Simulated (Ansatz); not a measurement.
CsPbBr3 (cubic perovskite)

```yaml
crystal:
  lattice:
    - [5.93725, 0.00000, 0.00000]
    - [0.00000, 5.93725, 0.00000]
    - [0.00000, 0.00000, 5.93725]
  atoms:
    - { symbol: Cs, position: [0.00000, 0.00000, 0.00000] }
    - { symbol: Pb, position: [0.50000, 0.50000, 0.50000] }
    - { symbol: Br, position: [0.00000, 0.50000, 0.50000] }
    - { symbol: Br, position: [0.50000, 0.50000, 0.00000] }
    - { symbol: Br, position: [0.50000, 0.00000, 0.50000] }
```

Scan: atom 4 (Br, nearest neighbour Pb at 2.969 Å; its periodic images, 5.9 Å or more away, move with it) is displaced along Cartesian [111], direction (0.577, 0.577, 0.577) in Cartesian axes, by s. The other atoms stay.

These are r2SCAN (plane waves to 500 eV, PAW, scalar-relativistic; Ansatz, a program for electronic structure) values and carry that method's errors. k mesh 5×5×5 (Γ-centred), Fermi-Dirac smearing 0.05 eV. The energy includes the smearing's −TS. CsPbBr3 was relaxed with its symmetry unable to fall. Spin-orbit coupling is left out, though Pb is heavy. This is a high-temperature form of CsPbBr3. The zero of ΔE is the undisplaced structure.

```
s (Å)   ΔE (meV/cell)
------  -------------
-0.590          183.9
-0.472       withheld
-0.354           56.4
-0.236           23.4
-0.118            5.6
0.000             0.0
0.118             5.6
0.236            23.4
0.354            56.4
0.472        withheld
0.590           183.9
```

Q: Fit an even polynomial form (powers 2, 4) to the given rows and predict ΔE at s = -0.472.

A: Least squares on the 9 given rows: ΔE = (404.2)·s² + (356.5)·s⁴, in meV/cell with s in Å; root-mean-square residual 0.13 meV/cell. At -0.472 the fit gives 107.7 meV/cell; the calculation gives 108.4 meV/cell, so the interpolation is off by -0.7 (-0.6 %). The quadratic term alone would give 90.0 meV/cell.

(For displaced atoms, the force is minus the slope of the energy, and its curvature is a force constant, which sets phonon frequencies.)
